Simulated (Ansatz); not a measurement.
SiC:
```xyz
4
Lattice="3.0563 0.0000 0.0000 -1.5282 2.6469 0.0000 0.0000 0.0000 5.0161" Properties=species:S:1:pos:R:3 pbc="T T T"
Si     0.0000     1.7646     2.5060
Si     1.5282     0.8823     5.0140
C      0.0000     1.7646     4.3910
C      1.5282     0.8823     1.8830
```

Tensor components refer to the Cartesian frame of this cell.

Question: Give the proper piezoelectric stress tensor with relaxed ions from LDA in the plane-wave PAW code Ansatz.

Answer: In C/m², rows x, y, z, Voigt columns; mesh uncertainty up to 0.01.
```
 0.00   0.00   0.00   0.00  -0.10   0.00
 0.00   0.00   0.00  -0.10   0.00   0.00
-0.23  -0.23   0.51   0.00   0.00   0.00
```

The elastic tensor of the same run (GPa):

```
 522   115  59.9   0.0   0.0   0.0
 115   522  59.9   0.0   0.0   0.0
59.9  59.9   564   0.0   0.0   0.0
 0.0   0.0   0.0   155   0.0   0.0
 0.0   0.0   0.0   0.0   155   0.0
 0.0   0.0   0.0   0.0   0.0   203
```

Question: Convert to strain constants d = e·S.

Answer: In pC/N:
```
 0.0   0.0   0.0   0.0  -0.6   0.0
 0.0   0.0   0.0  -0.6   0.0   0.0
-0.5  -0.5   1.0   0.0   0.0   0.0
```

Space group P6_3mc (wurtzite). Symmetry was held in the LDA relaxation. Signs of piezoelectric constants follow the polarity of the cell as given.

Potentials: the earlier of the program's two PAW sets. The files were generated under PBE; for other functionals the program regenerates the frozen cores, and for LDA and PBEsol the local potential too.
